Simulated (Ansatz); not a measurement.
# Levels of theory for LuGaP2 (ordering on rocksalt)

All numbers come from the plane-wave code Ansatz. The cell comes from a prototype generator: it can be a known phase or a hypothetical one. No magnetic order is allowed.

LuGaP2 as one 4-atom ordering (P4/mmm) on the rocksalt lattice, relaxed with r2SCAN. Space group P4/mmm (No. 123), tetragonal; a = 3.770 Å, c = 5.539 Å in the conventional setting, 19.68 Å³ an atom. Ga is surrounded by 6 P at 2.67–2.77 Å; P is surrounded by 4 Lu at 2.67 Å and 2 Ga at 2.77 Å; Lu is surrounded by 6 P at 2.67–2.77 Å; P is surrounded by 4 Ga at 2.67 Å and 2 Lu at 2.77 Å.

```xyz
4
Lattice="3.7697 0.0000 0.0000 0.0000 3.7697 0.0000 0.0000 0.0000 5.5387" Properties=species:S:1:pos:R:3 pbc="T T T"
Ga    0.0000    0.0000    0.0000
P     0.0000    0.0000    2.7694
Lu    1.8849    1.8849    2.7694
P     1.8849    1.8849    0.0000
```

Relaxed lattice by functional, symmetry kept:
```tsv
functional	k mesh	a (Å)	c (Å)	volume (Å³/atom)
PBE	6×6×4	3.787	5.570	19.97
r2SCAN	6×6×4	3.770	5.539	19.68
```

Band edges at fixed r2SCAN geometry:
```tsv
level	k mesh	gap (eV)	kind	edges	least direct gap (eV)	rough cost
PBE	8×8×6	none (overlap 1.78)	–	–	–	7 core-seconds
PBE+SOC	8×8×6	none (overlap 1.60)	–	–	–	40 core-seconds
r2SCAN	8×8×6	none (overlap 1.84)	–	–	–	12 core-seconds
```
All runs use a smearing of 0.02 eV.
Wave cutoffs: 420 eV, 500 eV (r2SCAN).
Points off the special ones are mesh points or PBE's searched band edges, reused at the other levels.
Costs come from shared machines and give only the order; PBE's includes the band path.

With r2SCAN the bands overlap by 1.84 eV (counted from 1, band 24 peaks at Γ and band 25 bottoms out at M–A (0.33 of the way from M)): no gap. PBE+SOC gives no gap: the lowest nominally empty band dips 1.60 eV below the top of the last filled one (its bottom at M–A (0.33 of the way from M), the top at Γ), so the cell is a metal or semimetal at this level.

No level opens a gap, but no hybrid is among them, and semilocal functionals can close a real gap.

Only the levels marked +SOC include spin-orbit coupling.
